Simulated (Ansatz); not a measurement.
Starting cell, TiC (rock salt):

```yaml
crystal:
  lattice:
    - [0.00000, 4.33303, 4.33303]
    - [2.16652, 0.00000, 2.16652]
    - [2.16652, 2.16652, 0.00000]
  atoms:
    - { symbol: C, position: [0.00000, 0.00000, 0.00000] }
    - { symbol: C, position: [0.50000, 0.00000, 0.00000] }
    - { symbol: Ti, position: [0.25000, 0.50000, 0.50000] }
    - { symbol: Ti, position: [0.75000, 0.50000, 0.50000] }
```

A phonon eigenvector at L = (0.5, 0.0, 0.0) is frozen into this cell: atom i moves by Q times the vector below, so Q is the largest atomic displacement, in Å. The cell is held. (q is in reciprocal vectors of the primitive cell; the cell shown is doubled to hold the pattern.)

```csv
atom,x,y,z
C1,0.577,-0.577,-0.577
C2,-0.577,0.577,0.577
```

Atoms not listed stay in place.

These are PBE (plane waves to 420 eV, PAW, scalar-relativistic; Ansatz, an electronic-structure program) values and carry that method's errors. k mesh 9×18×18 (Γ-centred), Fermi-Dirac smearing 0.05 eV. With partly filled bands, energies and forces of such displacements shift with the k mesh and the smearing. TiC is run without spin polarisation. TiC was relaxed with its symmetry unable to fall. 

```tsv
Q (Å)	−dE/dQ from forces (eV/Å)
-0.280	11.884
-0.233	10.137
-0.187	8.249
-0.140	6.265
-0.093	4.213
-0.047	2.117
0.000	0.000
0.047	-2.117
0.093	-4.213
0.140	-6.265
0.187	-8.249
0.233	-10.137
0.280	-11.884
```

### Question
What harmonic wavenumber does the curvature at Q = 0 give?

### Answer
717 cm⁻¹. E″ = 45.44 eV/Å², M = Σ mᵢ|uᵢ|² = 24.0 u, ν̃ = 521.5·√(|E″|/M).

(For displaced atoms, the force is minus the slope of the energy, and its curvature is a force constant, which sets phonon frequencies.)
